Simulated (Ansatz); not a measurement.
Input:

Te2W:
```xyz
3
Lattice="1.7797 1.0275 7.9506 -1.7797 1.0275 7.9506 0.0000 -2.0550 7.9506" Properties=species:S:1:pos:R:3 pbc="T T T"
W      0.0000     0.0000     0.0002
Te     0.0000     0.0000     6.1372
Te     0.0000     0.0000     9.7648
```

This is the PBE-relaxed structure. Cartesian axes are those of the cell as given.

Problem. All from DFT-PBE in the program Ansatz with PAW potentials, unless another level is named. Estimate the band gap.

Solution. 1.06 eV (smallest direct gap 1.06 eV).

Problem. Give the weight of the valence-edge state by species (Voronoi cells).

Solution. W 75 %, Te 25 %.

Problem. And the conduction-band minimum?

Solution. off the standard path, at k = (0.151, 0.484, -0.182).

Space group R3m. A made-up cell: these elements were put on the sites of a structure type; neither database checked (COD, Materials Project) lists it. COD files the formula under space group No. 31, so this cell is another polymorph or a model. Whether it is the stable phase at ambient conditions was not checked. Symmetry was held in the PBE relaxation; whether a distortion lowers the energy is not shown. No spin polarisation was allowed. A crystal of weakly bound layers computed without a dispersion correction: the cell and the soft elastic constants depend strongly on that. Spin–orbit coupling is left out wherever it is not named.

Potentials: the later of the program's two PAW sets.
